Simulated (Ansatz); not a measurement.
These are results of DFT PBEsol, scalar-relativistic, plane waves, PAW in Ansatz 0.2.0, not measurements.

Settings: cutoff 420 eV, Γ-centred mesh 12×12×6 on the computed 2-atom cell, Gaussian smearing of 0.10 eV; no spin polarisation.

Structure with the computed forces (eV/Å) in the last three columns:

```xyz
2
Lattice="3.8704 0.0000 0.0000 -1.9352 3.3518 0.0000 0.0000 0.0000 6.9272" Properties=species:S:1:pos:R:3:forces:R:3 pbc="T T T" pressure_GPa=-1.30
Ca    0.0000    2.2345    1.6255    0.0000    0.0000    0.1770
Ca    1.9352    1.1173    5.3016    0.0000    0.0000   -0.1770
```

Stress tensor (GPa, compression positive):

```
-0.54  0.00  0.00
 0.00 -0.54  0.00
 0.00  0.00 -2.81
```

This form isn't the element's structure at ambient conditions.